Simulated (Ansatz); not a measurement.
Phonons of TiB2 (AlB2 type, space group P6/mmm) at Γ, M = (0.5, 0.0, 0.0), A = (0.0, 0.0, 0.5), L = (0.5, 0.0, 0.5).

TiB$_{2}$ (AlB2 type, space group P6/mmm)

```yaml
crystal:
  lattice:
    - [3.03184, 0.00000, 0.00000]
    - [-1.51592, 2.62565, 0.00000]
    - [0.00000, 0.00000, 3.22428]
  atoms:
    - { symbol: Ti, position: [0.00000, 0.00000, 0.00000] }
    - { symbol: B, position: [0.33333, 0.66667, 0.50000] }
    - { symbol: B, position: [0.66667, 0.33333, 0.50000] }
```

Calculation: PBE (plane waves to 420 eV, PAW, scalar-relativistic; Ansatz, an electronic-structure program). Harmonic phonons by density-functional perturbation theory on a 18×18×14 k mesh, in cm⁻¹ and rounded to 5; i marks imaginary ones, q is in fractions of the reciprocal vectors of the cell shown, and the three acoustic modes at Γ are left out. The PAW data are Ansatz's earlier set. TiB2 is run without spin polarisation. TiB2 was relaxed with its symmetry unable to fall.

```
q                                             wavenumbers (cm⁻¹)
-------------------  -------------------------------------------
Γ                                   510 (×2), 515, 555, 880 (×2)
M = (0.5, 0.0, 0.0)  300, 320, 360, 515, 520, 550, 790, 825, 850
A = (0.0, 0.0, 0.5)  290 (×2), 335, 420 (×2), 510, 620, 895 (×2)
L = (0.5, 0.0, 0.5)  315, 325, 345, 520, 555, 590, 775, 805, 870
```

The structure shows no imaginary mode at these points (lowest 290 cm⁻¹ at A = (0.0, 0.0, 0.5)); other wave vectors were not tested.

Highest mode: 895 cm⁻¹ at A = (0.0, 0.0, 0.5).
